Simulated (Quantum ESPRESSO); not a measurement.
## Si3F4O4 (one run as intended and one with a planted mistake)

A calculation, not a measurement. The program is pw.x of Quantum ESPRESSO 7.5 (plane-wave density functional theory). The cell is made up: 11 atoms on a rutile lattice with one site empty, with randomly drawn elements, strain and displacements, not relaxed. PseudoDojo standard norm-conserving files (v0.5 for PBE, v0.4.1 for LDA and PBEsol) set the functional; there is no spin polarisation, spin-orbit coupling or dispersion term, and the masses in the input are unused placeholders.

Intended input:

```
&control calculation='scf', pseudo_dir='./dojo.nc.sr.pbe.v0_5.standard.upf', outdir='./o', disk_io='low', tprnfor=.true., tstress=.true. /
&system ibrav=0, nat=11, ntyp=3, nbnd=38, ecutwfc=84.00895049, nosym=.true., tot_charge=0,
 occupations='smearing', smearing='fd', degauss=0.0018374661
/
&electrons conv_thr=7.350e-09, electron_maxstep=60, /
ATOMIC_SPECIES
F 1.0 F.upf
O 1.0 O.upf
Si 1.0 Si.upf
CELL_PARAMETERS angstrom
4.3202 0.0 0.0
0.0 4.3202 0.0
0.0 0.0 5.5012
ATOMIC_POSITIONS angstrom
Si -0.0044 -0.002 0.0417
Si 2.1526 2.1457 1.3688
Si 2.1568 2.1818 4.1309
F 1.3459 1.3489 -0.0044
O 2.9988 2.9841 -0.0462
F 3.498 0.8325 1.382
O 0.8162 3.4406 1.3781
O 1.3088 1.301 2.7271
F 2.9711 3.0033 2.7629
F 3.4777 0.8267 4.1512
O 0.882 3.4604 4.1033
K_POINTS automatic
5 5 4 1 1 1
```

The log is shortened where brackets say so; the opening notice, blank lines, dates and the lines on written files are dropped, and the path of the files is cut. It prints rydbergs, bohrs and kilobars, and counts compression as positive stress. Where no state is partly filled, the Fermi energy that it prints is only some level between the filled and the empty states on the mesh, and need not lie in the true gap.

Log of the intended run:

```
     Program PWSCF v.7.5
     Parallel version (MPI & OpenMP), running on       4 processor cores
     Number of MPI processes:                 4
     Threads/MPI process:                     1
     [start-up lines left out]
     bravais-lattice index     =            0
     lattice parameter (alat)  =       8.1640  a.u.
     unit-cell volume          =     692.8859 (a.u.)^3
     number of atoms/cell      =           11
     number of atomic types    =            3
     number of electrons       =        64.00
     number of Kohn-Sham states=           38
     kinetic-energy cutoff     =      84.0090  Ry
     charge density cutoff     =     336.0358  Ry
     scf convergence threshold =      7.3E-09
     mixing beta               =       0.7000
     number of iterations used =            8  plain     mixing
     Exchange-correlation= PBE
                           (   1   4   3   4   0   0   0)
     [axes and pseudopotential details left out]
   Cartesian axes
     site n.     atom                  positions (alat units)
         1        Si     tau(   1) = (  -0.0010185  -0.0004629   0.0096523  )
         2        Si     tau(   2) = (   0.4982640   0.4966668   0.3168372  )
         3        Si     tau(   3) = (   0.4992361   0.5050229   0.9561826  )
         4        F      tau(   4) = (   0.3115365   0.3122309  -0.0010185  )
         5        O      tau(   5) = (   0.6941345   0.6907319  -0.0106939  )
         6        F      tau(   6) = (   0.8096847   0.1926994   0.3198926  )
         7        O      tau(   7) = (   0.1889264   0.7963983   0.3189899  )
         8        O      tau(   8) = (   0.3029489   0.3011435   0.6312439  )
         9        F      tau(   9) = (   0.6877228   0.6951761   0.6395306  )
        10        F      tau(  10) = (   0.8049859   0.1913569   0.9608814  )
        11        O      tau(  11) = (   0.2041572   0.8009814   0.9497940  )
     number of k points=    50  Fermi-Dirac smearing, width (Ry)=  0.0018
                       cart. coord. in units 2pi/alat
        k(    1) = (   0.1000000   0.1000000   0.0981649), wk =   0.0400000
        k(    2) = (   0.1000000   0.1000000   0.2944948), wk =   0.0400000
     [further k points left out]
     Dense  grid:    72113 G-vectors     FFT dimensions: (  48,  48,  64)
     Estimated max dynamical RAM per process >     165.03 MB
     Estimated total dynamical RAM >     607.30 MB
     Initial potential from superposition of free atoms
     starting charge      63.9981, renormalised to      64.0000
     Starting wfcs are   44 randomized atomic wfcs
     total cpu time spent up to now is        3.5 secs
     per-process dynamical memory:   132.6 Mb
     Self-consistent Calculation
     iteration #  1     ecut=    84.01 Ry     beta= 0.70
     Davidson diagonalization with overlap
     ethr =  1.00E-02,  avg # of iterations =  2.0
     total cpu time spent up to now is        9.7 secs
     total energy              =    -354.23427485 Ry
     estimated scf accuracy    <       2.41540273 Ry
     iteration #  2     ecut=    84.01 Ry     beta= 0.70
     Davidson diagonalization with overlap
     ethr =  3.77E-03,  avg # of iterations =  3.0
     total cpu time spent up to now is       16.1 secs
     total energy              =    -354.06993815 Ry
     estimated scf accuracy    <       5.19436639 Ry
     [iterations 3 to 10 left out]
     iteration # 11     ecut=    84.01 Ry     beta= 0.70
     Davidson diagonalization with overlap
     ethr =  5.24E-10,  avg # of iterations =  2.0
     total cpu time spent up to now is       65.3 secs
     total energy              =    -355.33622336 Ry
     estimated scf accuracy    <       0.00000006 Ry
     iteration # 12     ecut=    84.01 Ry     beta= 0.70
     Davidson diagonalization with overlap
     ethr =  8.75E-11,  avg # of iterations =  2.0
     total cpu time spent up to now is       70.4 secs
     End of self-consistent calculation
     [lines on levels left out]
     the Fermi energy is     8.8463 ev
!    total energy              =    -355.33622336 Ry
     estimated scf accuracy    <          6.0E-09 Ry
     smearing contrib. (-TS)   =      -0.00000000 Ry
     internal energy E=F+TS    =    -355.33622336 Ry
     The total energy is F=E-TS. E is the sum of the following terms:
     one-electron contribution =     -94.75578273 Ry
     hartree contribution      =      90.86343674 Ry
     xc contribution           =     -87.50706985 Ry
     ewald contribution        =    -263.93680753 Ry
     convergence has been achieved in  12 iterations
     Forces acting on atoms (cartesian axes, Ry/au):
     atom    1 type  3   force =     0.09959775   -0.28891558   -0.03298084
     atom    2 type  3   force =    -0.12156295    0.14853282    0.18492361
     atom    3 type  3   force =    -0.12490366    0.13473401   -0.19910048
     atom    4 type  1   force =    -0.01162264   -0.05000939    0.00335532
     atom    5 type  2   force =    -0.00220277   -0.05145788    0.04556174
     atom    6 type  1   force =    -0.02748146    0.03397291   -0.07405548
     atom    7 type  2   force =     0.03233543   -0.00813158   -0.10995847
     atom    8 type  2   force =     0.14316772    0.08061991    0.00052737
     atom    9 type  1   force =     0.02628451   -0.02232617   -0.01435513
     atom   10 type  1   force =    -0.01821529    0.03155050    0.07471428
     atom   11 type  2   force =     0.00460336   -0.00856954    0.12136809
     Total force =     0.563036     Total SCF correction =     0.000171
     Computing stress (Cartesian axis) and pressure
          total   stress  (Ry/bohr**3)                   (kbar)     P=      -92.26
  -0.00036347   0.00095245   0.00003125          -53.47      140.11        4.60
   0.00095245  -0.00049506   0.00000754          140.11      -72.83        1.11
   0.00003125   0.00000754  -0.00102303            4.60        1.11     -150.49
     init_run     :      3.24s CPU      3.36s WALL (       1 calls)
     electrons    :     66.62s CPU     66.89s WALL (       1 calls)
     forces       :      1.13s CPU      1.14s WALL (       1 calls)
     stress       :      3.89s CPU      3.89s WALL (       1 calls)
     [timing details left out]
     PWSCF        :   1m15.09s CPU   1m15.54s WALL
     JOB DONE.
```

A second run has one planted mistake: the smearing is too wide. The input lines that differ, file-writing options aside:

```
- &system ibrav=0, nat=11, ntyp=3, nbnd=38, ecutwfc=84.00895049, nosym=.true., tot_charge=0,
+ &system ibrav=0, nat=11, ntyp=3, nbnd=56, ecutwfc=84.00895049, nosym=.true., tot_charge=0,
-  occupations='smearing', smearing='fd', degauss=0.0018374661
+  occupations='smearing', smearing='fd', degauss=0.0426292137
```

Its log:

```
     Program PWSCF v.7.5
     Parallel version (MPI & OpenMP), running on       4 processor cores
     Number of MPI processes:                 4
     Threads/MPI process:                     1
     [start-up lines left out]
     bravais-lattice index     =            0
     lattice parameter (alat)  =       8.1640  a.u.
     unit-cell volume          =     692.8859 (a.u.)^3
     number of atoms/cell      =           11
     number of atomic types    =            3
     number of electrons       =        64.00
     number of Kohn-Sham states=           56
     kinetic-energy cutoff     =      84.0090  Ry
     charge density cutoff     =     336.0358  Ry
     scf convergence threshold =      7.3E-09
     mixing beta               =       0.7000
     number of iterations used =            8  plain     mixing
     Exchange-correlation= PBE
                           (   1   4   3   4   0   0   0)
     [axes and pseudopotential details left out]
   Cartesian axes
     site n.     atom                  positions (alat units)
         1        Si     tau(   1) = (  -0.0010185  -0.0004629   0.0096523  )
         2        Si     tau(   2) = (   0.4982640   0.4966668   0.3168372  )
         3        Si     tau(   3) = (   0.4992361   0.5050229   0.9561826  )
         4        F      tau(   4) = (   0.3115365   0.3122309  -0.0010185  )
         5        O      tau(   5) = (   0.6941345   0.6907319  -0.0106939  )
         6        F      tau(   6) = (   0.8096847   0.1926994   0.3198926  )
         7        O      tau(   7) = (   0.1889264   0.7963983   0.3189899  )
         8        O      tau(   8) = (   0.3029489   0.3011435   0.6312439  )
         9        F      tau(   9) = (   0.6877228   0.6951761   0.6395306  )
        10        F      tau(  10) = (   0.8049859   0.1913569   0.9608814  )
        11        O      tau(  11) = (   0.2041572   0.8009814   0.9497940  )
     number of k points=    50  Fermi-Dirac smearing, width (Ry)=  0.0426
                       cart. coord. in units 2pi/alat
        k(    1) = (   0.1000000   0.1000000   0.0981649), wk =   0.0400000
        k(    2) = (   0.1000000   0.1000000   0.2944948), wk =   0.0400000
     [further k points left out]
     Dense  grid:    72113 G-vectors     FFT dimensions: (  48,  48,  64)
     Estimated max dynamical RAM per process >     209.92 MB
     Estimated total dynamical RAM >     786.87 MB
     Initial potential from superposition of free atoms
     starting charge      63.9981, renormalised to      64.0000
     Starting wfcs are   44 randomized atomic wfcs +   12 random wfcs
     total cpu time spent up to now is        3.9 secs
     per-process dynamical memory:   168.4 Mb
     Self-consistent Calculation
     iteration #  1     ecut=    84.01 Ry     beta= 0.70
     Davidson diagonalization with overlap
     ethr =  1.00E-02,  avg # of iterations =  6.4
     total cpu time spent up to now is       15.9 secs
     total energy              =    -354.31905979 Ry
     estimated scf accuracy    <       2.31767133 Ry
     iteration #  2     ecut=    84.01 Ry     beta= 0.70
     Davidson diagonalization with overlap
     ethr =  3.62E-03,  avg # of iterations =  3.0
     total cpu time spent up to now is       24.4 secs
     total energy              =    -354.04428895 Ry
     estimated scf accuracy    <       5.52203437 Ry
     [iterations 3 to 11 left out]
     iteration # 12     ecut=    84.01 Ry     beta= 0.70
     Davidson diagonalization with overlap
     ethr =  1.87E-10,  avg # of iterations =  2.0
     total cpu time spent up to now is       95.1 secs
     total energy              =    -355.35318936 Ry
     estimated scf accuracy    <       0.00000001 Ry
     iteration # 13     ecut=    84.01 Ry     beta= 0.70
     Davidson diagonalization with overlap
     ethr =  2.12E-11,  avg # of iterations =  2.0
     total cpu time spent up to now is      101.8 secs
     End of self-consistent calculation
     [lines on levels left out]
     the Fermi energy is     9.3373 ev
!    total energy              =    -355.35318937 Ry
     estimated scf accuracy    <          1.3E-09 Ry
     smearing contrib. (-TS)   =      -0.06036921 Ry
     internal energy E=F+TS    =    -355.29282015 Ry
     The total energy is F=E-TS. E is the sum of the following terms:
     one-electron contribution =     -94.73446148 Ry
     hartree contribution      =      90.88345225 Ry
     xc contribution           =     -87.50500340 Ry
     ewald contribution        =    -263.93680753 Ry
     convergence has been achieved in  13 iterations
     Forces acting on atoms (cartesian axes, Ry/au):
     atom    1 type  3   force =     0.08657106   -0.27549251   -0.03012349
     atom    2 type  3   force =    -0.11135274    0.14057748    0.17767348
     atom    3 type  3   force =    -0.11276644    0.12495496   -0.19142679
     atom    4 type  1   force =    -0.01149306   -0.04753615    0.00131628
     atom    5 type  2   force =    -0.00163192   -0.04536412    0.04209542
     atom    6 type  1   force =    -0.03063982    0.03519602   -0.05984391
     atom    7 type  2   force =     0.03633772   -0.01210634   -0.10656513
     atom    8 type  2   force =     0.13417052    0.07865210    0.00266489
     atom    9 type  1   force =     0.02425415   -0.02072639   -0.01275959
     atom   10 type  1   force =    -0.02252268    0.03401657    0.06057418
     atom   11 type  2   force =     0.00907322   -0.01217162    0.11639465
     Total force =     0.531316     Total SCF correction =     0.000103
     Computing stress (Cartesian axis) and pressure
          total   stress  (Ry/bohr**3)                   (kbar)     P=      -65.99
  -0.00019086   0.00090743   0.00002333          -28.08      133.49        3.43
   0.00090743  -0.00033234   0.00001001          133.49      -48.89        1.47
   0.00002333   0.00001001  -0.00082266            3.43        1.47     -121.02
     init_run     :      3.42s CPU      3.74s WALL (       1 calls)
     electrons    :     96.49s CPU     97.92s WALL (       1 calls)
     forces       :      1.40s CPU      1.41s WALL (       1 calls)
     stress       :      4.85s CPU      4.86s WALL (       1 calls)
     [timing details left out]
     PWSCF        :   1m46.35s CPU   1m48.18s WALL
     JOB DONE.
```

|  | intended run | run with the mistake |
| --- | --- | --- |
| free energy (eV) | -4834.596 | -4834.826 |
| smearing term -TS (eV) | 0.0000 | -0.8214 |
| pressure (GPa) | -9.23 | -6.60 |
| largest force component (eV/Å) | 7.428 | 7.083 |
| largest change of a force component (eV/Å) |  | 0.365 |
| iterations | 12 | 13 |

For scale, a rerun of the intended cell at a cutoff of 1437 eV and k mesh 7 x 7 x 6 moved values by no more than 0.003 eV in energy, 0.03 GPa in stress and 0.003 eV/Å in force. The number of bands, nbnd, was set by rule from the electron count and the smearing, so it follows the mistake.